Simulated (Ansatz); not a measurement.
A geometry of Al away from equilibrium: step 2 of the relaxation of a relaxed Al cell displaced along its unstable phonon at q = (½, ½, 0) of its primitive reciprocal cell (163i cm⁻¹), largest move 0.15 Å. Computed with r2SCAN (plane waves to 500 eV, PAW, scalar-relativistic; Ansatz, an electronic-structure program). Γ-centred k-mesh 12×12×12 on the run's cell (coarser than for final values), Fermi–Dirac smearing 0.05 eV. The plane waves were selected for a different cell earlier on the path.

```xyz
2
Lattice="5.3113 0.0000 0.0000 2.6556 2.6556 0.0000 0.0000 0.0000 2.6989" Properties=species:S:1:pos:R:3 pbc="T T T"
Al     0.0000     0.0000     0.3441
Al     2.6556     0.0000    -0.3441
```

Problem. What forces act on the atoms (eV/Å)?

Solution. 
```csv
atom,Fx,Fy,Fz
Al1,0.00,0.00,0.63
Al2,0.00,0.00,-0.63
```

The path ends in I4/mmm (No. 139) (AFLOW prototype A_tI2_139_a (A_a)). No spin polarisation in the result.

The run could not lose the symmetry of its start: the end is stationary, and may be a saddle point rather than a minimum.

The end of the path is a generated cell of Al: the first start was made by placing the elements on the sites of a structure type, and the end was not matched to a known phase here, so it may be hypothetical. Known forms of Al include space group No. 225.
